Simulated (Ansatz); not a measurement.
Input for Ansatz (plane-wave DFT, PAW):

```yaml
crystal:
  lattice:
    - [-2.2353810391, 2.2353810391, 4.1463801363]
    - [2.2353810391, -2.2353810391, 4.1463801363]
    - [2.2353810391, 2.2353810391, -4.1463801363]
  atoms:
    - { symbol: Sr, position: [0.0, 0.0, 0.0] }
    - { symbol: Ga, position: [0.75, 0.25, 0.5] }
    - { symbol: Ga, position: [0.25, 0.75, 0.5] }
    - { symbol: Ga, position: [0.5, 0.5, 0.0] }
basis:
  ecutwfc: 420
kpoints:
  mp_grid: { grid: [14, 14, 14] }
hamiltonian:
  xc: pbe
scf:
  occupations: { method: gaussian, width: 0.1 }
output:
  forces: true
  stress: true
  eigenvalues: true
```

It can be run as
```bash
ansatz run input.yaml --threads 1 --pin off --backend cpu --events-out ev --progress --plain --runs-dir out  # memory cap (--max-ram) not shown
```

These are results of Ansatz, DFT PBE, scalar-relativistic, plane waves, PAW, not measurements.

Part of what the program printed, abridged (iterations and final results):

```
SCF iter   1: F=—  HF=-14893.793944 eV  |F-HF|=—  |Δ(HF+E_count)|=         —  Δρ=2.21e-3  dr2=8.61e-3  ethr=1.77e-3  ⟨swp⟩=7.6  Hψ=36038  notcnv=0
SCF iter   2: F=—  HF=-14893.793166 eV  |F-HF|=—  |Δ(HF+E_count)|=   7.78e-4  Δρ=1.52e-3  dr2=5.06e-3  ethr=1.76e-5  ⟨swp⟩=2.1  Hψ=13467  notcnv=0  defer=1
SCF iter   3: F=—  HF=-14893.792665 eV  |F-HF|=—  |Δ(HF+E_count)|=   5.01e-4  Δρ=1.15e-3  dr2=8.97e-4  ethr=1.03e-5  ⟨swp⟩=2.0  Hψ=12112  notcnv=0  defer=2
SCF iter   4: F=—  HF=-14893.791706 eV  |F-HF|=—  |Δ(HF+E_count)|=   9.59e-4  Δρ=3.23e-4  dr2=5.73e-5  ethr=1.83e-6  ⟨swp⟩=2.0  Hψ=12242  notcnv=0  defer=2
SCF iter   5: F=—  HF=-14893.791689 eV  |F-HF|=—  |Δ(HF+E_count)|=   1.73e-5  Δρ=1.14e-4  dr2=1.51e-5  ethr=1.17e-7  ⟨swp⟩=2.0  Hψ=12102  notcnv=0  defer=2
SCF iter   6: F=—  HF=-14893.791687 eV  |F-HF|=—  |Δ(HF+E_count)|=   1.87e-6  Δρ=4.56e-5  dr2=1.62e-6  ethr=3.09e-8  ⟨swp⟩=2.0  Hψ=12439  notcnv=0  defer=2
SCF iter   7: F=—  HF=-14893.791686 eV  |F-HF|=—  |Δ(HF+E_count)|=   9.49e-7  Δρ=1.43e-5  dr2=2.32e-7  ethr=3.31e-9  ⟨swp⟩=2.0  Hψ=12508  notcnv=0  defer=2
SCF iter   8: F=-14893.791686 eV  HF=-14893.791686 eV  |F-HF|=4.52e-8  |Δ(HF+E_count)|=   6.07e-8  Δρ=7.03e-6  dr2=5.76e-8  ethr=2.04e-10  ⟨swp⟩=8.6  Hψ=32264  notcnv=0
SCF 1 converged in 8 iterations: F = -14893.791686 eV  dr2 = 5.76e-8
SCF converged after 8 iterations
Free energy (F): -14893.791686 eV
Harris-Foulkes:  -14893.791686 eV  (|F-HF|=4.52e-8)
Internal energy: -14893.783873 eV  (E = F + TS)
E sigma→0 (E₀):  -14893.787779 eV
Entropy (-TS):   -0.007813 eV (-1.953 meV/atom)
Fermi energy:    10.260734 eV
--- Per-component energies (eV) ---
  E_band       = -154.385750
  E_kinetic    = 595.759761
  E_local      = -6082.273362  (includes V_loc(G=0)·N_el)
  E_nonlocal   = 1466.577558
  E_hartree    = 2729.876565
  E_xc         = -384.426273
  E_vxc        = -340.439003  (∫ρ·V_xc dr)
  E_paw        = -8649.119900  (= ΣΔE_a)
  E_vpaw       = -1253.773082  (= ΣTr[D̂ρ^β])
  E_aug_tail   = -0.000353  (compensation charges beyond the density's cutoff)
  E_ewald      = -4570.177870
  E_smearing   = -0.007813  (= −TS)
--- Forces (eV/Å), atoms counted from 1 ---
  atom   1  Sr     0.00000000     0.00000000     0.00000000
  atom   2  Ga     0.00000000     0.00000000     0.00000000
  atom   3  Ga     0.00000000     0.00000000     0.00000000
  atom   4  Ga     0.00000000     0.00000000     0.00000000
--- Stress (GPa, compression-positive) ---
        6.668588       0.000000       0.000000
        0.000000       6.668588       0.000000
        0.000000       0.000000       5.867022
  P = ⅓ Tr σ = 6.4014 GPa (64.014 kbar)
--- Band table (eV; the first three rows and the last of 244) ---
  k-point 0: bands = ["-24.5641", "-6.8726", "-6.7486", "-6.7486", "-4.6783", "-4.6399", "-4.5785", "-4.5756", "-4.5756", "-4.5472", "-4.5472", "-4.5173", "-4.5152", "-4.4419", "-4.3545", "-4.3487", "-4.3486", "-4.3384", "-4.3384", "0.6411", "7.7304", "7.8360", "8.9061", "8.9061", "9.2685", "9.4452", "11.6613", "11.6613", "13.8388", "14.0499"]
  k-point 1: bands = ["-24.5637", "-6.8731", "-6.7603", "-6.7523", "-4.6726", "-4.6361", "-4.5835", "-4.5743", "-4.5716", "-4.5504", "-4.5496", "-4.5188", "-4.5171", "-4.4490", "-4.3522", "-4.3474", "-4.3451", "-4.3386", "-4.3362", "0.7350", "7.1803", "7.8217", "8.4910", "9.3099", "9.6099", "9.7657", "11.0415", "11.9465", "13.9777", "14.2589"]
  k-point 2: bands = ["-24.5624", "-6.8745", "-6.7897", "-6.7626", "-4.6601", "-4.6231", "-4.5891", "-4.5705", "-4.5679", "-4.5577", "-4.5554", "-4.5239", "-4.5231", "-4.4674", "-4.3517", "-4.3412", "-4.3397", "-4.3366", "-4.3316", "1.0096", "6.4226", "7.6730", "8.0508", "9.0432", "10.2385", "10.4103", "10.8245", "12.6537", "14.0567", "14.1306"]
  k-point 243: bands = ["-24.5618", "-6.9554", "-6.7367", "-6.7367", "-4.6659", "-4.6576", "-4.6576", "-4.6564", "-4.5993", "-4.5721", "-4.5321", "-4.5321", "-4.5092", "-4.4420", "-4.3651", "-4.3494", "-4.3229", "-4.3082", "-4.3082", "2.7484", "3.2774", "6.3950", "8.8321", "8.8321", "11.4536", "13.4517", "13.4517", "14.3488", "14.3881", "15.3121"]
```

Self-consistency was reached.